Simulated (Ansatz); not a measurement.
AlClO:
```cif
data_Al2Cl2O2
_chemical_formula_sum 'Al2 Cl2 O2'
_space_group_name_H-M_alt 'P 1'
_space_group_IT_number 1
_cell_length_a 3.11181
_cell_length_b 3.59677
_cell_length_c 7.64061
_cell_angle_alpha 90.000
_cell_angle_beta 90.000
_cell_angle_gamma 90.000
loop_
_space_group_symop_operation_xyz
  'x, y, z'
loop_
_atom_site_label
_atom_site_type_symbol
_atom_site_fract_x
_atom_site_fract_y
_atom_site_fract_z
_atom_site_occupancy
Al1 Al 0.50000 0.00000 0.89306 1
Al2 Al 0.00000 0.50000 0.10694 1
Cl1 Cl 0.00000 0.00000 0.67523 1
Cl2 Cl 0.50000 0.50000 0.32477 1
O1 O 0.50000 0.50000 0.94976 1
O2 O 0.00000 0.00000 0.05024 1
```

Relaxed with LDA.

Task: Tabulate the valence density and the electron localisation function along the shortest Al–O contact (1.85 Å), the program Ansatz at the LDA level (PAW).

Result: 

| distance from Al (Å) | density (e/Å³) | ELF |
|---|---|---|
| 0.18 | 0.06 | 0.03 |
| 0.28 | 0.06 | 0.01 |
| 0.37 | 0.08 | 0.01 |
| 0.46 | 0.11 | 0.02 |
| 0.55 | 0.17 | 0.10 |
| 0.65 | 0.25 | 0.33 |
| 0.74 | 0.35 | 0.60 |
| 0.83 | 0.48 | 0.75 |
| 0.92 | 0.65 | 0.81 |
| 1.02 | 0.89 | 0.84 |
| 1.11 | 1.22 | 0.86 |
| 1.20 | 1.76 | 0.86 |
| 1.29 | 2.59 | 0.84 |
| 1.39 | 3.73 | 0.80 |
| 1.48 | 5.00 | 0.71 |
| 1.57 | 6.16 | 0.55 |
| 1.66 | 7.03 | 0.38 |

The density is the valence pseudo-density with augmentation charge, so density and ELF within about 1 Å of a nucleus are not all-electron values.

Space group Pmmn. The first step of the workflow began from a Materials Project structure, measured or hypothetical; the Crystallography Open Database files this formula in space group No. 59, but the cells were not matched. Its standing as an ambient phase is unchecked. Symmetry was held in the LDA relaxation; whether a distortion lowers the energy is not shown. A crystal of weakly bound layers computed without a dispersion correction: the cell and the soft elastic constants depend strongly on that.

Potentials: the later of the program's two PAW sets.
